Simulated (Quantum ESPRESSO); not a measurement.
```
CELL_PARAMETERS angstrom
      3.70598     0.00000     0.00000
     -1.85299     3.20947     0.00000
      0.00000     0.00000     6.56196
ATOMIC_POSITIONS crystal
  O  0.00000 0.00000 0.50000
  O  0.00000 0.00000 0.00000
  Ba 0.33333 0.66667 0.25000
  Ba 0.66667 0.33333 0.75000
```

The PBEsol cell relaxed from Materials Project entry mp-1008500 was given a biaxial strain of -1 % along x and y, z relaxed, and the atoms were relaxed again.

Question: What does PBEsol (pw.x of Quantum ESPRESSO, ONCV potentials, no spin-orbit coupling) give for the electronic structure near the Fermi level?

Answer: The PBEsol gap is indirect, 2.42 eV, from H to M; the smallest direct gap is 2.44 eV. 

This is not the ordinary phase of the substance; no match was found in the copy of COD used, and its stability was not checked.
